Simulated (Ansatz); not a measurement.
CaZn$_{2}$Sb$_{2}$:
```
CaZn2Sb2
1.0
    4.41110     0.00000     0.00000
   -2.20555     3.82012     0.00000
    0.00000     0.00000     7.34119
Ca Zn Sb
1 2 2
Direct
  0.00000   0.00000   0.00000
  0.33333   0.66667   0.63237
  0.66667   0.33333   0.36763
  0.33333   0.66667   0.25652
  0.66667   0.33333   0.74348
```

Relaxed with PBEsol. Special points in fractions of this cell's reciprocal vectors: Γ (0.000, 0.000, 0.000); M (0.500, 0.000, 0.000); K (0.333, 0.333, 0.000); A (0.000, 0.000, 0.500); L (0.500, 0.000, 0.500); H (0.333, 0.333, 0.500).

List the band energies nearest the Fermi level at these points for plane-wave PAW PBEsol (Ansatz code).

In eV from the Fermi level; about four levels below and three above (degenerate sets whole), none deeper than 8.9 eV; points with the same levels are listed once.

```tsv
k	below	above
Γ	-5.34 -1.37 -1.37 -0.13	0.15 0.15 0.16
M	-3.25 -2.44 -2.31 -1.43	0.13 2.22 2.24
K	-4.28 -2.59 -2.59 -2.42	1.87 2.49 2.49
A	-0.81 -0.81 -0.78 -0.78	0.02 1.54 2.08 2.08
L	-2.54 -2.51 -1.29 -1.23	0.77 0.86 1.43
H	-3.86 -3.14 -1.76 -1.76	1.32 1.32 2.94
```

Space group P-3m1. The workflow started from a Materials Project entry (that database holds measured and hypothetical structures alike); the Crystallography Open Database files this formula in space group No. 164, but the cells were not matched. Whether it is the stable phase at ambient conditions was not checked. Symmetry was held in the PBEsol relaxation; of distortions, only those at the zone centre were tested. A small band overlap can be real or an error of a semilocal functional. The Fermi level of a semimetal is unsure by some 0.05 eV on such meshes. Spin–orbit coupling is left out wherever it is not named.

Potentials: the later of the program's two PAW sets.
